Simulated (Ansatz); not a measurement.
Relax this structure to zero stress and force, keeping its symmetry:

```cif
data_structure
_symmetry_space_group_name_H-M 'F-43m'
_symmetry_Int_Tables_number 216
_cell_length_a 5.9755
_cell_length_b 5.9755
_cell_length_c 5.9755
_cell_angle_alpha 90.000
_cell_angle_beta 90.000
_cell_angle_gamma 90.000
_cell_volume 213.36
loop_
_atom_site_label
_atom_site_type_symbol
_atom_site_symmetry_multiplicity
_atom_site_Wyckoff_symbol
_atom_site_fract_x
_atom_site_fract_y
_atom_site_fract_z
_atom_site_occupancy
Be1 Be 16 e 0.37615 0.12385 0.87615 1
Fe1 Fe 4 c 0.25000 0.25000 0.25000 1
Ge1 Ge 4 a 0.00000 0.00000 0.00000 1
```

The calculation used DFT r2SCAN, scalar-relativistic, plane waves, PAW (Ansatz 0.2.0).

Cutoff 500 eV; k points 10×10×10 on the computed 6-atom cell (Γ-centred); Gaussian smearing, width 0.10 eV; no spin polarisation.

Problem. What does it relax to?

Solution. The volume falls by 0.19 Å³/atom to 8.70 Å³/atom, and the energy falls by 1.9 meV/atom. Final structure:
```yaml
crystal:
  lattice:
    - [0.00000, 2.96684, 2.96684]
    - [2.96684, 0.00000, 2.96684]
    - [2.96684, 2.96684, 0.00000]
  atoms:
    - { symbol: Be, position: [0.37613, 0.37613, 0.37613] }
    - { symbol: Be, position: [0.87160, 0.37613, 0.37613] }
    - { symbol: Be, position: [0.37613, 0.37613, 0.87160] }
    - { symbol: Be, position: [0.37613, 0.87160, 0.37613] }
    - { symbol: Fe, position: [0.75000, 0.75000, 0.75000] }
    - { symbol: Ge, position: [0.00000, 0.00000, 0.00000] }
```

Course of the relaxation (steps run on the plane waves of an earlier cell, and the basis is chosen afresh near the end, so energy and pressure can step there; trial steps that raised the energy were taken back; energies are free energies):

```tsv
step	E − E_final (meV/atom)	largest force component (eV/Å)	P (GPa)	V (Å³/atom)
1	1.9	0.000	-3.23	8.89
2	0.3	0.005	-1.34	8.78
3	-0.1	0.002	0.06	8.70
4	-0.1	0.001	0.00	8.70
5	0.0	0.001	0.00	8.70
```